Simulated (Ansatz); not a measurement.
BN:
```
BN
1.0
    0.00000     1.80485     1.80485
    1.80485     0.00000     1.80485
    1.80485     1.80485     0.00000
N B
1 1
Direct
  0.75000   0.75000   0.75000
  0.00000   0.00000   0.00000
```

x, y and z are the axes in which the lattice vectors are written.

Give the proper piezoelectric stress tensor with relaxed ions from r²SCAN in the plane-wave PAW code Ansatz.

In C/m², rows x, y, z, Voigt columns; mesh uncertainty up to 0.00.
```
0.00  0.00  0.00  0.97  0.00  0.00
0.00  0.00  0.00  0.00  0.97  0.00
0.00  0.00  0.00  0.00  0.00  0.97
```

The elastic tensor of the same run (GPa):

|  | 1 | 2 | 3 | 4 | 5 | 6 |
|---|---|---|---|---|---|---|
| 1 | 824 | 176 | 176 | 0.0 | 0.0 | 0.0 |
| 2 | 176 | 824 | 176 | 0.0 | 0.0 | 0.0 |
| 3 | 176 | 176 | 824 | 0.0 | 0.0 | 0.0 |
| 4 | 0.0 | 0.0 | 0.0 | 467 | 0.0 | 0.0 |
| 5 | 0.0 | 0.0 | 0.0 | 0.0 | 467 | 0.0 |
| 6 | 0.0 | 0.0 | 0.0 | 0.0 | 0.0 | 467 |

Convert to strain constants d = e·S.

In pC/N:
```
0.0  0.0  0.0  2.1  0.0  0.0
0.0  0.0  0.0  0.0  2.1  0.0
0.0  0.0  0.0  0.0  0.0  2.1
```

Space group F-43m (zinc blende). The r²SCAN relaxation kept the symmetry of its start; phonons on a q-mesh show no instability.

Potentials: the later of the program's two PAW sets.
